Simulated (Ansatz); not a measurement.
Here is an unrelaxed guess for Ti₄Se.

```
Ti Se
1.0
     4.51295    0.00000    0.00000
     0.00000    4.51295    0.00000
     0.00000    0.00000    4.51295
Ti Se
4 1
Direct
  0.50000 0.00000 0.00000
  0.00000 0.50000 0.00000
  0.00000 0.00000 0.50000
  0.50000 0.50000 0.50000
  0.00000 0.00000 0.00000
```

Level of theory: DFT PBE, scalar-relativistic, plane waves, PAW in Ansatz. Settings: cutoff 420 eV, Γ-centred mesh 4×4×4 on the computed 5-atom cell, Gaussian smearing of 0.10 eV; collinear spin from starting moments -1.0 1.0 -1.0 1.0 0.0 μB.

Formation energies are uncorrected and refer to the elements' standard structures at the same level.

Q: Estimate its pressure, forces and energy as it stands.

A: The pressure is 11.2 GPa (it wants to expand), the largest force is 0.00 eV/Å (symmetry fixes the atoms), and the energy is +0.15 eV/atom against the elements. The shortest distance is 2.26 Å.

Q: How much does it gain on relaxing, and where does it end?

A: Relaxing gains under 0.1 eV/atom (the start's value is from the coarse mesh, so the gain is rough) in 6 ionic steps and ends at +0.09 eV/atom on the finer mesh. The symmetry stays Pm-3m (No. 221). The volume per atom grows by 9.3 %, from 18.4 to 20.1 Å³. The shortest distance goes from 2.26 Å (Ti–Se) to 2.32 Å (Ti–Se). Conventional cell: a = 4.649 Å. Ti on a site of symmetry 4/mmm is surrounded by 2 Se at 2.32 Å and 12 Ti at 3.29 Å; Ti on a site of symmetry m-3m is surrounded by 12 Ti at 3.29 Å; Se is surrounded by 6 Ti at 2.32 Å.

The last run used collinear spin, an 8×8×8 mesh for its 5-atom cell and Gaussian smearing of 0.10 eV. The reference form of Se is held partly by dispersion forces, which this level lacks. The relaxation can't lower the symmetry of the start. Symmetry constrained the relaxation, so the result can be a saddle point. Another cell of Ti4Se relaxed alike but without spin, in I-42m, lies 0.44 eV/atom lower, so this cell isn't the stable form at this level.
